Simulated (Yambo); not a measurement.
```xyz
4
Lattice="3.9357 0.0000 0.0000 -1.9678 3.4084 0.0000 0.0000 0.0000 6.5185" Properties=species:S:1:pos:R:3 pbc="T T T"
S      0.0000     2.2723     5.8144
S      0.0000     0.0000     2.3076
Zn     0.0000     0.0000     6.5124
Cd     0.0000     2.2723     3.3044
```

Workflow: norm-conserving PBEsol (Quantum ESPRESSO, 102 Ry, with spin-orbit coupling), then G0W0 in Yambo (3×3×2 Γ-centred k mesh, bands 17 to 286 and a 7 Ry block in the screening, 286 bands in G with the Bruneval-Gonze terminator, plasmon pole fitted at 27.2 eV).

### Question
Give the PBEsol and G0W0 gaps between the band edges found on this mesh, and say where the edges lie.

### Answer
Edges: Γ → Γ. PBEsol: 1.31 eV; G0W0: 2.50 eV. Nearest settings tried, and what they do to the gap: 122 bands in G: +16 meV; 144 bands in W: +64 meV; 3 Ry block (55 vectors against 197): -174 meV. Not varied: mesh. So the settings aren't converged at that level. The k mesh is coarse. 

Geometry relaxed with PBEsol.

The structure is a Materials Project entry; no match was found in the copy of COD used, and its stability was not checked.
